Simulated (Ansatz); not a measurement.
CsLiWO4 in space group I-4 (No. 82; Cs on 2a, Li on 2c, W on 2b, O on 8g), the program Ansatz at the PBEsol level (PAW), all energies at zero smearing, with the estimated change up to a 700 eV cutoff added, with one set of potentials and settings (totals compare only within such a set). Cell of 7 atoms (1 Cs, 1 Li, 1 W, 4 O): -18294.502 eV.

```
element                            reference phase  E (eV/atom)
-------  -----------------------------------------  -----------
Cs                   P6_3/mmc, 2 atoms in the cell   -5585.7977
Li                      Fm-3m, 1 atoms in the cell    -203.0014
W                       Im-3m, 1 atoms in the cell  -10256.5620
O        C2/m, 4 atoms in the cell, spin-polarised    -558.3554
```

Formation energy per atom, worked out: (-18294.502 − 1×(-5585.7977) − 1×(-203.0014) − 1×(-10256.5620) − 4×(-558.3554))/7 = -2.246 eV/atom (-217 kJ per mol of atoms), at 0 K, without zero-point energy or fitted corrections.

The workflow started from a Materials Project entry (that database holds measured and hypothetical structures alike); the Crystallography Open Database copy checked does not list it. Its standing as an ambient phase is unchecked. The cell was relaxed with PBEsol under the symmetry of its start; its stability against distortions is not shown here. The run is not spin-polarised. No Hubbard U is applied. The references are the lowest solids computed at this level, not always the standard phases (solids in place of the gases). Scalar-relativistic: spin–orbit coupling is off unless named, which matters more the heavier the elements.

Potentials: the later of the program's two PAW sets.
